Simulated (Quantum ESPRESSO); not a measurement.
## Band energies of NiS$_{2}$ monolayer

```xyz
6
Lattice="5.2637 0.0000 0.0000 0.0000 5.1521 0.0000 0.0000 0.0000 14.1000" Properties=species:S:1:pos:R:3 pbc="T T T"
S      5.2451     5.1413     0.5634
S      3.9369     2.5652    -0.5634
S      2.6130     3.7888     0.5632
S      1.3052     1.2128    -0.5632
Ni     3.2750     0.6013     0.0012
Ni     0.6432     3.1773    -0.0012
```

PBEsol (pw.x of Quantum ESPRESSO, ONCV potentials, no spin-orbit coupling); path ΓXSYΓS; energies in eV from the valence-band maximum.

```
k (1/Å)  point  band 26  band 27  band 28  band 29  band 30  band 31  band 32  band 33
-------  -----  -------  -------  -------  -------  -------  -------  -------  -------
0.00         Γ    -1.43    -0.99    -0.67    -0.51     0.00     1.32     2.14     2.65
0.20              -1.36    -0.99    -0.69    -0.55    -0.06     1.24     1.96     2.11
0.41              -1.12    -0.98    -0.76    -0.59    -0.20     1.24     1.33     1.95
0.61         X    -0.97    -0.85    -0.85    -0.45    -0.45     1.29     1.29     2.12
0.81              -1.01    -0.83    -0.83    -0.61    -0.61     1.14     1.14     2.41
1.01              -1.19    -0.89    -0.89    -0.83    -0.83     0.93     0.93     2.91
1.21         S    -1.23    -1.15    -1.15    -0.87    -0.87     0.83     0.83     3.17
1.41              -1.21    -0.96    -0.95    -0.71    -0.71     1.08     1.08     2.96
1.61              -1.17    -0.92    -0.92    -0.40    -0.40     1.33     1.33     2.66
1.82         Y    -1.18    -0.92    -0.92    -0.29    -0.29     1.32     1.32     2.59
1.97              -1.15    -1.01    -0.80    -0.53    -0.11     1.18     1.61     2.54
2.11              -1.26    -1.03    -0.68    -0.62    -0.07     1.18     1.95     2.50
2.41         Γ    -1.43    -0.99    -0.67    -0.51     0.00     1.32     2.14     2.65
2.56              -1.37    -0.99    -0.68    -0.54    -0.04     1.27     2.12     2.37
2.84              -1.04    -1.01    -0.75    -0.71    -0.30     1.28     1.44     2.25
2.98              -1.08    -0.91    -0.84    -0.75    -0.57     1.12     1.20     2.53
3.27         S    -1.23    -1.15    -1.15    -0.87    -0.87     0.83     0.83     3.17
```

The PBEsol gap is indirect, 0.83 eV, from Γ to S; the smallest direct gap is 1.25 eV. The valence-band maximum lies 5.30 eV below the vacuum level.

The 3d shell has no Hubbard U; the runs are without spin polarisation, and magnetic order was not tried.

Geometry relaxed with PBEsol.

This is a model layer cut from the bulk structure; whether it is stable on its own was not checked.
